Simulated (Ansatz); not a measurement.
GaN:
```
CELL_PARAMETERS angstrom
     -1.42464     1.42464     2.46622
      1.42464    -1.42464     2.46622
      1.42464     1.42464    -2.46622
ATOMIC_POSITIONS crystal
  Ga 0.75620 0.75620 0.00000
  N  0.35880 0.35880 0.00000
```

Relaxed with HSE06.

### Question
Give the Bader charges and basin volumes of the independent atoms, DFT-HSE06 in the program Ansatz with PAW potentials.

### Answer


```csv
atom,Bader charge (e),Bader volume (Å³)
Ga1,+1.73,8.0
N2,-1.73,12.0
```

Space group I4mm. The workflow started from a Materials Project entry (that database holds measured and hypothetical structures alike); the Crystallography Open Database copy checked does not list it. It is not the phase usual at ambient conditions (space group No. 186, 216). The cell was relaxed with HSE06 under the symmetry of its start; its stability against distortions is not shown here.

Potentials: the earlier of the program's two PAW sets.
